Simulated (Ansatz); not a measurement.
Q: TaN (rock salt, Fm-3m) is relaxed with LDA (plane waves, PAW; program Ansatz). What lattice parameters of the conventional cell result?

A: a = 4.348 Å.

Q: Is it a metal or does it have a gap at this level?

A: No gap at this level.

The cell was relaxed with LDA under the symmetry of its start; of distortions, only those at the zone centre were tested. No spin polarisation was allowed. Spin–orbit coupling is left out wherever it is not named.

Potentials: the earlier of the program's two PAW sets.
